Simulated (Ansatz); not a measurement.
CaF2 (fluorite, Fm-3m), the program Ansatz at the PBE level (PAW). The conduction-band minimum lies at Γ, with 1 equivalent valley. Second derivatives d²E/dk² of the lowest band at one valley (eV·Å²), along Cartesian directions:

```
direction  d²E/dk²
---------  -------
[100]        13.83
[010]        13.83
[001]        13.83
[110]        13.83
[101]        13.83
[011]        13.83
```

Find the principal effective masses, the density-of-states mass and the conductivity mass.

Off-diagonal terms follow from H_xy = H[110] − (H_xx + H_yy)/2, and m*/mₑ = 7.620 eV·Å² over each eigenvalue: 0.55, 0.55, 0.55. One valley's DOS mass (m₁m₂m₃)^(1/3) = 0.55, conductivity mass 3/(Σ 1/mᵢ) = 0.55 mₑ.

What effective density of states Nc follows at 300 K for parabolic valleys?

Nc = 2.509e19 × 1 × (0.55)^(3/2) ≈ 1.0e19 cm⁻³.

The PBE relaxation kept the symmetry of its start.

Potentials: the later of the program's two PAW sets.

Edges and masses are those of Kohn–Sham bands, whose gap is no quasiparticle gap.
